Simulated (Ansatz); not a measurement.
A geometry of Sb away from equilibrium: step 2 of the relaxation of a generated cell, Sb built in the AFLOW prototype A_oC8_64_f (A14, as in I). The numbers are results of r2SCAN (plane waves to 500 eV, PAW, scalar-relativistic; Ansatz, a first-principles code), not measurements. Γ-centred k-mesh 9×9×4 on the run's cell (coarser than for final values), Fermi–Dirac smearing 0.05 eV.

```xyz
4
Lattice="3.2363 -2.1225 0.0000 3.2363 2.1225 0.0000 0.0000 0.0000 9.0942" Properties=species:S:1:pos:R:3:forces:R:3 pbc="T T T" free_energy=-25994.726 pressure_GPa=-1.5
Sb     3.2363    -1.3073     1.1846    0.0000    0.4951    0.7839
Sb     3.2363     1.3073     7.9096    0.0000   -0.4951   -0.7839
Sb     3.2363     0.8153     3.3625    0.0000    0.4951   -0.7839
Sb     3.2363    -0.8153     5.7318    0.0000   -0.4951    0.7839
```

Positions in Å, forces in eV/Å, free energy of the cell in eV (comparable only within this code, potentials and settings). Largest force: 0.93 eV/Å, on Sb1, Sb2, Sb3, Sb4 (atoms numbered as listed); the geometry lies 0.14 to 0.16 eV/atom (the two k-meshes of the run give this range) above the end of its relaxation.

No spin polarisation in the result.

The run could not lower the symmetry of its start; a shaken copy of this end point relaxes with r2SCAN to P-3m1 (No. 164), 0.34 eV/atom lower.

The end of the path is a generated cell of Sb: the first start was made by placing the elements on the sites of a structure type, and the end was not matched to a known phase here, so it may be hypothetical. Known forms of Sb include space group No. 166.
